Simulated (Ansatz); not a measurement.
## Notes on Cs2InAgCl6

```
Cs In Ag Cl
1.0
     0.00000    5.28277    5.28277
     5.28277    0.00000    5.28277
     5.28277    5.28277    0.00000
Cs In Ag Cl
2 1 1 6
Direct
  0.25000 0.25000 0.25000
  0.75000 0.75000 0.75000
  0.00000 0.00000 0.00000
  0.50000 0.50000 0.50000
  0.76021 0.23979 0.23979
  0.23979 0.76021 0.23979
  0.23979 0.76021 0.76021
  0.76021 0.23979 0.76021
  0.23979 0.23979 0.76021
  0.76021 0.76021 0.23979
```

The numbers come from plane-wave PAW DFT (Ansatz): r2SCAN, no spin polarisation, 500 eV, 4×4×4 Γ-centred k points, fermi-dirac occupations (width 0.1 eV). Nothing was relaxed.

- Stress: The pressure is -0.3 GPa (compression positive), so with the atoms held at these fractions the cell is close to zero pressure.
- Band edges: Within 0.7 eV of the edges, the states project mainly on Ag d (49 %) and Cl p (47 %) below the gap and on In s (39 %), Ag s (29 %) and Cl p (16 %) above it.
- Charges: Bader charges in e: Cs +0.89, In +1.73, Ag +0.68, Cl -0.70. In the mean In gives up most and Cl takes most.
- Electronic structure: The gap is 1.71 eV, direct at the points sampled.
- Formation energy: -1.69 eV an atom against the elements' usual phases (free molecules for gases, crystals otherwise, with no correction for O₂ or N₂), so it is bound against them; other compounds may still compete. Relaxing would lower it.
- Contacts: In–Cl at 2.53 Å: least valence density 0.38 e/Å³ and ELF 0.22 there. Ag–Cl at 2.75 Å: least valence density 0.22 e/Å³ and ELF 0.12 there. Cs–Cl at 3.74 Å: least valence density 0.05 e/Å³ and ELF 0.02 there, a closed-shell (ionic or weak) contact. Both are smooth PAW fields, read partly inside the augmentation spheres.
- Forces: The largest is on Cl10 (and as large on other atoms): 0.11 eV/Å, components (0.00, 0.00, -0.11). It makes 180° with the line to a nearest neighbour, In3 at 2.53 Å, pointing away from it.

Origin: a database entry at a rescaled volume.
